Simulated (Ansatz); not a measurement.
TaN (space group P6/mmm)

```xyz
6
Lattice="5.2607 0.0000 0.0000 -2.6303 4.5559 0.0000 0.0000 0.0000 2.9241" Properties=species:S:1:pos:R:3 pbc="T T T"
Ta     0.0000     0.0000     0.0000
Ta     0.0000     3.0373     1.4620
Ta     2.6303     1.5186     1.4620
N      2.6303     0.0000     0.0000
N      1.3152     2.2779     0.0000
N     -1.3152     2.2779     0.0000
```

Calculation: PBE (plane waves to 420 eV, PAW, scalar-relativistic; Ansatz, a program for electronic structure). DFPT wavenumbers on a 10×10×16 k mesh, in cm⁻¹ and rounded to 5; i marks imaginary ones, q is in fractions of the reciprocal vectors of the cell shown, and the three acoustic modes at Γ are left out. Spin-orbit coupling is left out, though Ta is heavy. TaN is run without spin polarisation. TaN was relaxed with its symmetry unable to fall. This is one of several known forms of TaN; the measured ambient cells at hand have space group No. 189.

Task: Does any mode at Γ, M = (0.5, 0.0, 0.0), A = (0.0, 0.0, 0.5), L = (0.5, 0.0, 0.5) come out imaginary?

Result: Unstable at this level: the lowest mode is 535i cm⁻¹ at Γ. TaN is measured in this form, so the imaginary mode is a miss of this level unless the crystal transforms on cooling or is held by pressure.

Task: List the wavenumbers at Γ, M = (0.5, 0.0, 0.0), A = (0.0, 0.0, 0.5), L = (0.5, 0.0, 0.5), with degeneracies.

Result: 
```csv
q,wavenumbers (cm⁻¹)
Γ,"535i, 235i (×2), 110, 170, 175 (×2), 220 (×2), 565, 580 (×2), 700 (×2), 895"
"M = (0.5, 0.0, 0.0)","315i, 300i, 70, 95, 105, 105, 105, 140, 145, 155, 215, 230, 575, 585, 590, 695, 790, 855"
"A = (0.0, 0.0, 0.5)","275i, 110i (×2), 110, 135 (×2), 150 (×2), 195, 275, 285 (×2), 560 (×2), 670, 745 (×2), 840"
"L = (0.5, 0.0, 0.5)","125i, 110, 110, 125, 140, 140, 140, 150, 220, 250, 255, 340, 555, 595, 630, 735, 770, 810"
```
